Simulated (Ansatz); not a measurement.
C:
```yaml
crystal:
  lattice:
    - [2.46645, 0.00000, 0.00000]
    - [-1.23322, 2.13600, 0.00000]
    - [0.00000, 0.00000, 8.66295]
  atoms:
    - { symbol: C, position: [0.00000, 0.00000, 0.25000] }
    - { symbol: C, position: [0.00000, 0.00000, 0.75000] }
    - { symbol: C, position: [0.33333, 0.66667, 0.25000] }
    - { symbol: C, position: [0.66667, 0.33333, 0.75000] }
```

Relaxed with PBE. Special points in fractions of this cell's reciprocal vectors: Γ (0.000, 0.000, 0.000); M (0.500, 0.000, 0.000); K (0.333, 0.333, 0.000); A (0.000, 0.000, 0.500); L (0.500, 0.000, 0.500); H (0.333, 0.333, 0.500).

Q: List the band energies nearest the Fermi level at these points for plane-wave PAW PBE (Ansatz code).

A: In eV from the Fermi level; about four levels below and three above (degenerate sets whole), none deeper than 8.9 eV; … stands for higher levels left out; points with the same levels are listed once.

```csv
k,below,above
Γ,-3.06 -3.06 -3.06 -3.06,3.03 6.19 …
M,-6.44 -6.44 -2.44 -2.31,1.59 1.77 7.34
K,-0.12 -0.01 -0.01,0.11 10.65 10.65
A,-3.06 -3.06 -3.06 -3.06,4.23 4.23 …
L,-6.44 -6.44 -2.37 -2.37,1.67 1.67 7.36 7.36
H,-0.01 -0.01 -0.01 -0.01,10.42 10.42 …
```

Space group P6_3/mmc (graphite). The cell was relaxed with PBE under the symmetry of its start. The volume lies over 15 % above that of the usual cell of this phase: another minimum, or an error of the functional. A crystal of weakly bound layers computed without a dispersion correction: the cell and the soft elastic constants depend strongly on that. The Fermi level of a semimetal is unsure by some 0.05 eV on such meshes.

Potentials: the later of the program's two PAW sets.
